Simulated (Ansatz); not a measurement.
Geometry optimisation in Ansatz: input, command and trajectory.

```yaml
crystal:
  lattice:
    - [6.53901584, 0.0, 0.0]
    - [0.0, 6.53901584, 0.0]
    - [0.0, 0.0, 6.53901584]
  atoms:
    - { symbol: Ta, position: [0.0002073438, 0.0047092411, 0.9988565805] }
    - { symbol: Ta, position: [0.4993385989, 0.9995945267, 0.999813011] }
    - { symbol: Ta, position: [0.9975968183, 0.000248118, 0.4994333131] }
    - { symbol: Ta, position: [0.2498732308, 0.2512026712, 0.2487077184] }
    - { symbol: Ta, position: [0.4991141312, 0.0013466112, 0.500193415] }
    - { symbol: Ta, position: [0.7481333391, 0.2524496214, 0.2483592883] }
    - { symbol: Ta, position: [0.252285931, 0.2517704952, 0.7518431902] }
    - { symbol: Ta, position: [0.5044638544, 0.5018395747, 0.5001507291] }
    - { symbol: Ta, position: [0.7470128585, 0.2470844954, 0.7474502353] }
    - { symbol: Ta, position: [0.7461375671, 0.7546243943, 0.7538778807] }
    - { symbol: W, position: [0.9973247427, 0.4979802496, 0.0004027907] }
    - { symbol: W, position: [0.5010846984, 0.5010852782, 0.9998745352] }
    - { symbol: W, position: [0.000699108, 0.4944155255, 0.5014805234] }
    - { symbol: W, position: [0.2541020494, 0.7506879717, 0.2479843621] }
    - { symbol: W, position: [0.7421086213, 0.753146779, 0.2528737917] }
    - { symbol: W, position: [0.2532306461, 0.7545522005, 0.7545913716] }
  symmetry: { detect: false }
basis:
  ecutwfc: 420
kpoints:
  mp_grid: { grid: [2, 2, 2], shift: [0.5, 0.5, 0.5] }
hamiltonian:
  xc: pbe
scf:
  occupations: { method: gaussian, width: 0.1 }
  lower_state_search: "off"
output:
  forces: true
  stress: true
  eigenvalues: true
relax:
  adjacent_minimum: "off"
  f_tol: 0.04
  max_steps: 50
  cell: { stress_tol: 0.3 }
```

```bash
ansatz run input.yaml --threads 4 --pin off --max-ram 9216MiB --backend cpu --events-out ev --progress --plain --runs-dir out
```

All numbers below come from DFT PBE, scalar-relativistic, plane waves, PAW (Ansatz 0.2.0).

Of 17 frames 10 are shown, positions in Å and forces in eV/Å; the SCF threshold varies from step to step. Steps run on the plane waves of an earlier cell, with a Pulay correction in the pressure. The basis is chosen afresh for the last frame, the zero of the energies, and at times for earlier ones too; energy and pressure can step there, also at an unchanged geometry. Where two frames share a geometry here, they differ by under 2 meV/atom and 0.3 GPa. The mark taken_back stands on steps that the optimiser undid.

```xyz
16
Lattice="6.5390 0.0000 0.0000 0.0000 6.5390 0.0000 0.0000 0.0000 6.5390" Properties=species:S:1:pos:R:3:forces:R:3 pbc="T T T" step=1 free_energy_over_end_meV_per_atom=54.09 pressure_GPa=1.96
Ta    0.0014    0.0308    6.5315    0.2928   -1.0947    0.4444
Ta    3.2652    6.5364    6.5378   -0.4266   -0.6747    0.3390
Ta    6.5233    0.0016    3.2658    0.4456   -0.8941   -0.2974
Ta    1.6339    1.6426    1.6263   -0.5066    0.9489   -0.3466
Ta    3.2637    0.0088    3.2708   -0.3887   -0.9116   -0.3454
Ta    4.8921    1.6508    1.6240    0.5249    0.7629   -0.2361
Ta    1.6497    1.6463    4.9163   -0.3549    0.8209    0.1081
Ta    3.2987    3.2815    3.2705   -0.5626    1.1021   -0.2354
Ta    4.8847    1.6157    4.8876    0.4420    0.9979    0.4614
Ta    4.8790    4.9345    4.9296    0.6688   -1.1862    0.1640
W     6.5215    3.2563    0.0026    0.4123    1.0524    0.3059
W     3.2766    3.2766    6.5382   -0.3938    1.0387    0.3905
W     0.0046    3.2330    3.2792    0.2739    1.2253   -0.2972
W     1.6616    4.9088    1.6216   -0.5881   -0.9099   -0.0669
W     4.8527    4.9248    1.6535    0.7635   -1.1050   -0.4271
W     1.6559    4.9340    4.9343   -0.6024   -1.1730    0.0390
16
Lattice="6.5116 -0.0020 -0.0009 -0.0020 6.6601 -0.0006 -0.0009 -0.0006 6.5470" Properties=species:S:1:pos:R:3:forces:R:3 pbc="T T T" step=3 free_energy_over_end_meV_per_atom=6.33 pressure_GPa=-1.57
Ta    0.0177   -0.0350    6.5644    0.0731   -0.3542    0.1122
Ta    3.2251    6.6101    6.5564   -0.0141    0.0428    0.0766
Ta    6.5137   -0.0441    3.2585    0.0611   -0.1096   -0.0371
Ta    1.5935    1.7174    1.6084   -0.0502    0.2546   -0.0365
Ta    3.2402   -0.0524    3.2574   -0.0588   -0.1592   -0.0469
Ta    4.9022    1.7252    1.6128   -0.0009    0.0403    0.0403
Ta    1.6241    1.7213    4.9260   -0.0174    0.1008    0.0218
Ta    3.2454    3.4104    3.2506   -0.1329    0.2956    0.0256
Ta    4.8851    1.7171    4.9269    0.0631    0.2246    0.0458
Ta    4.9001    4.9381    4.9451    0.1509   -0.3976   -0.0201
W     6.5284    3.3589    0.0217   -0.0326    0.3983   -0.0200
W     3.2281    3.3930    6.5784    0.0987    0.0972   -0.1136
W     0.0197    3.3562    3.2614   -0.0711    0.4229    0.0453
W     1.6116    4.9744    1.6236   -0.1136   -0.3124    0.0018
W     4.8828    4.9587    1.6231    0.1056   -0.2548    0.0074
W     1.6056    4.9615    4.9358   -0.0611   -0.2893   -0.1026
16
Lattice="6.5329 0.0354 -0.0120 0.0354 6.6262 0.0332 -0.0120 0.0332 6.5238" Properties=species:S:1:pos:R:3:forces:R:3 pbc="T T T" step=5 free_energy_over_end_meV_per_atom=1.73 pressure_GPa=0.08
Ta    0.0260   -0.0627    6.5623    0.0744    0.0896    0.0785
Ta    3.2751    6.6607    6.5740   -0.0402    0.0007   -0.0192
Ta    6.5405    0.0304    3.2406   -0.0249    0.0469   -0.0289
Ta    1.5885    1.7805    1.5960   -0.0455   -0.0538   -0.0465
Ta    3.2465   -0.0357    3.2459    0.0052    0.0279   -0.0021
Ta    4.9171    1.7280    1.6215    0.0310   -0.0536    0.0017
Ta    1.6190    1.7272    4.9125    0.0093   -0.0554    0.0219
Ta    3.2431    3.4767    3.2515   -0.0166   -0.0086   -0.0598
Ta    4.9058    1.7880    4.9050   -0.0100   -0.0092   -0.0151
Ta    4.9470    4.9095    4.9406    0.0126    0.0052    0.0289
W     6.5563    3.4154    0.0156    0.0741   -0.1141    0.0559
W     3.2578    3.3997    6.5438    0.0229   -0.0842    0.0805
W     0.0154    3.3731    3.2642    0.0948   -0.1679    0.0574
W     1.6451    4.9325    1.6424   -0.0463    0.1216   -0.0147
W     4.9331    4.9768    1.6414   -0.0620    0.1283   -0.0669
W     1.6394    4.9765    4.9330   -0.0788    0.1266   -0.0715
16
Lattice="6.5267 0.0280 -0.0071 0.0280 6.6294 0.0259 -0.0071 0.0259 6.5252" Properties=species:S:1:pos:R:3:forces:R:3 pbc="T T T" step=6 free_energy_over_end_meV_per_atom=1.31 pressure_GPa=0.09
Ta    0.0321   -0.0633    6.5658    0.0440    0.0168    0.0450
Ta    3.2662    6.6483    6.5674   -0.0117    0.0367   -0.0194
Ta    6.5333    0.0187    3.2442   -0.0276    0.0477   -0.0061
Ta    1.5871    1.7722    1.5953   -0.0234   -0.0002   -0.0290
Ta    3.2471   -0.0429    3.2490    0.0015    0.0080   -0.0050
Ta    4.9131    1.7222    1.6226    0.0134   -0.0472    0.0108
Ta    1.6219    1.7210    4.9139    0.0209   -0.0497    0.0133
Ta    3.2380    3.4703    3.2469    0.0038    0.0188   -0.0126
Ta    4.9016    1.7786    4.9081   -0.0105    0.0075    0.0015
Ta    4.9440    4.9012    4.9423   -0.0159   -0.0431    0.0014
W     6.5517    3.4046    0.0208    0.0093   -0.0271    0.0231
W     3.2544    3.3929    6.5478    0.0505   -0.0736    0.0308
W     0.0182    3.3649    3.2632    0.0443   -0.0736    0.0443
W     1.6354    4.9377    1.6390   -0.0150    0.0225   -0.0251
W     4.9236    4.9738    1.6373   -0.0572    0.0780   -0.0388
W     1.6310    4.9738    4.9267   -0.0264    0.0785   -0.0342
16
Lattice="6.5272 0.0160 0.0117 0.0160 6.6298 0.0122 0.0117 0.0122 6.5254" Properties=species:S:1:pos:R:3:forces:R:3 pbc="T T T" step=8 free_energy_over_end_meV_per_atom=1.07 pressure_GPa=0.07
Ta    0.0647   -0.0819    6.5787   -0.0302    0.0055   -0.0303
Ta    3.2676    6.6350    6.5539    0.0201    0.0040    0.0248
Ta    6.5304    0.0074    3.2616    0.0118   -0.0012    0.0304
Ta    1.5787    1.7731    1.5880    0.0317   -0.0061    0.0309
Ta    3.2622   -0.0574    3.2604   -0.0359    0.0065   -0.0437
Ta    4.9206    1.7012    1.6393   -0.0199   -0.0053   -0.0315
Ta    1.6428    1.6992    4.9178   -0.0162   -0.0002   -0.0270
Ta    3.2368    3.4655    3.2439    0.0428   -0.0044    0.0574
Ta    4.9079    1.7635    4.9176    0.0404   -0.0041    0.0478
Ta    4.9520    4.8703    4.9486   -0.0472    0.0081   -0.0591
W     6.5432    3.3933    0.0320    0.0492    0.0081    0.0477
W     3.2748    3.3646    6.5533    0.0032   -0.0067    0.0080
W     0.0272    3.3505    3.2627    0.0193   -0.0195    0.0036
W     1.6330    4.9308    1.6341   -0.0483   -0.0067   -0.0480
W     4.9128    4.9716    1.6380   -0.0061    0.0085   -0.0077
W     1.6324    4.9705    4.9167   -0.0147    0.0134   -0.0035
16
Lattice="6.5198 0.0251 0.0452 0.0251 6.6512 0.0174 0.0452 0.0174 6.5176" Properties=species:S:1:pos:R:3:forces:R:3 pbc="T T T" step=10 free_energy_over_end_meV_per_atom=0.62 pressure_GPa=-0.19
Ta    0.0898   -0.0742    6.5581    0.0317   -0.0143    0.0023
Ta    3.3074    6.6660    6.5746   -0.0315   -0.0045    0.0303
Ta    6.5350    0.0187    3.3013   -0.0093   -0.0111   -0.0028
Ta    1.5964    1.7789    1.6084   -0.0257    0.0134    0.0106
Ta    3.2721   -0.0506    3.2608    0.0142   -0.0360   -0.0194
Ta    4.9254    1.7162    1.6537    0.0237   -0.0097   -0.0168
Ta    1.6710    1.7108    4.9122    0.0154    0.0080   -0.0082
Ta    3.2593    3.4832    3.2722   -0.0507    0.0117    0.0022
Ta    4.9350    1.7808    4.9522   -0.0196    0.0373    0.0113
Ta    4.9729    4.8971    4.9580    0.0465   -0.0064   -0.0083
W     6.5441    3.4151    0.0742   -0.0152    0.0161   -0.0075
W     3.3115    3.3873    6.5645   -0.0102   -0.0089   -0.0253
W     0.0544    3.3607    3.2595    0.0084   -0.0054   -0.0384
W     1.6424    4.9478    1.6380    0.0202   -0.0031    0.0153
W     4.9200    4.9942    1.6657    0.0105    0.0058    0.0309
W     1.6579    4.9949    4.9267   -0.0084    0.0070    0.0236
16
Lattice="6.5076 0.0168 0.0912 0.0168 6.6651 -0.0013 0.0912 -0.0013 6.5084" Properties=species:S:1:pos:R:3:forces:R:3 pbc="T T T" step=12 free_energy_over_end_meV_per_atom=0.46 pressure_GPa=0.15 taken_back
Ta    0.1428   -0.0876    6.5347   -0.0287    0.0423   -0.0276
Ta    3.3263    6.6538    6.5929   -0.0052    0.0348    0.0042
Ta    6.5303    0.0005    3.3581   -0.0154    0.0348    0.0119
Ta    1.5977    1.7700    1.6306    0.0199   -0.0385    0.0072
Ta    3.2999   -0.0749    3.2599    0.0128    0.0525    0.0405
Ta    4.9367    1.7101    1.6594    0.0153   -0.0235   -0.0112
Ta    1.7167    1.6990    4.8948    0.0098   -0.0281    0.0028
Ta    3.2577    3.4733    3.2999   -0.0085   -0.0500    0.0052
Ta    4.9467    1.7749    4.9943   -0.0093   -0.0561   -0.0364
Ta    5.0056    4.8917    4.9511    0.0139    0.0448    0.0119
W     6.5228    3.4175    0.1141   -0.0066   -0.0446    0.0520
W     3.3494    3.3752    6.5580    0.0304    0.0245    0.0167
W     0.0831    3.3540    3.2282   -0.0254    0.0199    0.0284
W     1.6500    4.9495    1.6307    0.0055    0.0310   -0.0606
W     4.9149    4.9892    1.6950   -0.0367   -0.0189   -0.0263
W     1.6724    4.9944    4.9326    0.0284   -0.0249   -0.0186
16
Lattice="6.5124 0.0206 0.0623 0.0206 6.6521 0.0055 0.0623 0.0055 6.5151" Properties=species:S:1:pos:R:3:forces:R:3 pbc="T T T" step=13 free_energy_over_end_meV_per_atom=0.22 pressure_GPa=0.16
Ta    0.1120   -0.0822    6.5468    0.0115    0.0121   -0.0269
Ta    3.3071    6.6511    6.5842   -0.0128    0.0195    0.0228
Ta    6.5278    0.0080    3.3252   -0.0392    0.0102    0.0278
Ta    1.5936    1.7710    1.6197   -0.0148   -0.0110    0.0164
Ta    3.2845   -0.0655    3.2583    0.0259    0.0234   -0.0136
Ta    4.9309    1.7098    1.6494    0.0179   -0.0087   -0.0290
Ta    1.6905    1.7016    4.9021    0.0324   -0.0050   -0.0205
Ta    3.2506    3.4722    3.2835   -0.0047   -0.0061    0.0357
Ta    4.9324    1.7752    4.9692   -0.0201   -0.0252    0.0204
Ta    4.9879    4.8899    4.9494    0.0052   -0.0003   -0.0302
W     6.5310    3.4122    0.0880   -0.0088   -0.0054    0.0146
W     3.3239    3.3763    6.5572    0.0273    0.0085   -0.0040
W     0.0656    3.3539    3.2404    0.0150   -0.0091    0.0000
W     1.6454    4.9449    1.6308    0.0034   -0.0070   -0.0226
W     4.9144    4.9854    1.6765   -0.0253   -0.0071   -0.0037
W     1.6598    4.9871    4.9297   -0.0130    0.0112    0.0127
16
Lattice="6.5152 0.0229 0.0636 0.0229 6.6516 0.0025 0.0636 0.0025 6.5179" Properties=species:S:1:pos:R:3:forces:R:3 pbc="T T T" step=15 free_energy_over_end_meV_per_atom=0.11 pressure_GPa=0.00
Ta    0.1163   -0.0842    6.5454    0.0046    0.0040   -0.0169
Ta    3.3086    6.6502    6.5903   -0.0113    0.0069    0.0141
Ta    6.5259    0.0102    3.3314   -0.0208   -0.0040    0.0217
Ta    1.5922    1.7698    1.6238   -0.0068   -0.0025    0.0103
Ta    3.2910   -0.0654    3.2566    0.0113    0.0094   -0.0138
Ta    4.9376    1.7096    1.6448    0.0138   -0.0020   -0.0192
Ta    1.6979    1.6985    4.9005    0.0175    0.0046   -0.0169
Ta    3.2521    3.4707    3.2869   -0.0097   -0.0048    0.0280
Ta    4.9321    1.7739    4.9755   -0.0082   -0.0096    0.0168
Ta    4.9943    4.8896    4.9476    0.0105    0.0039   -0.0251
W     6.5343    3.4146    0.0879   -0.0051   -0.0154    0.0225
W     3.3287    3.3749    6.5581    0.0226    0.0085   -0.0081
W     0.0683    3.3519    3.2389    0.0248   -0.0076   -0.0052
W     1.6486    4.9435    1.6291    0.0043    0.0090   -0.0244
W     4.9179    4.9851    1.6766   -0.0244   -0.0066    0.0059
W     1.6626    4.9856    4.9317   -0.0232    0.0060    0.0103
16
Lattice="6.5146 0.0328 0.0630 0.0328 6.6518 -0.0038 0.0630 -0.0038 6.5192" Properties=species:S:1:pos:R:3:forces:R:3 pbc="T T T" step=17 free_energy_over_end_meV_per_atom=0.00 pressure_GPa=0.04
Ta    0.1203   -0.0871    6.5359   -0.0177   -0.0003    0.0246
Ta    3.3089    6.6515    6.5978    0.0170   -0.0113   -0.0228
Ta    6.5126    0.0187    3.3412    0.0137    0.0024   -0.0156
Ta    1.5895    1.7674    1.6322    0.0204   -0.0020   -0.0214
Ta    3.2995   -0.0635    3.2476   -0.0195   -0.0019    0.0037
Ta    4.9482    1.7132    1.6299   -0.0186    0.0110    0.0264
Ta    1.7115    1.6948    4.8908   -0.0115   -0.0060    0.0116
Ta    3.2489    3.4710    3.2939    0.0188   -0.0083   -0.0245
Ta    4.9254    1.7764    4.9844    0.0153    0.0026   -0.0078
Ta    5.0080    4.8940    4.9341   -0.0174    0.0082    0.0217
W     6.5359    3.4220    0.0887    0.0054    0.0070   -0.0056
W     3.3377    3.3765    6.5508   -0.0329    0.0051    0.0228
W     0.0810    3.3468    3.2300   -0.0393    0.0276    0.0261
W     1.6579    4.9464    1.6198   -0.0018   -0.0036    0.0060
W     4.9198    4.9882    1.6768    0.0282   -0.0042   -0.0204
W     1.6617    4.9852    4.9345    0.0399   -0.0262   -0.0247
```

The run took 79 s on 4 threads of Intel(R) Xeon(R) Platinum 8259CL CPU @ 2.50GHz (Skylake/Cascade Lake), on a shared host, peak memory 1 GiB.

The k mesh is coarse. Spin–orbit coupling is left out, which can shift energies with elements as heavy as these.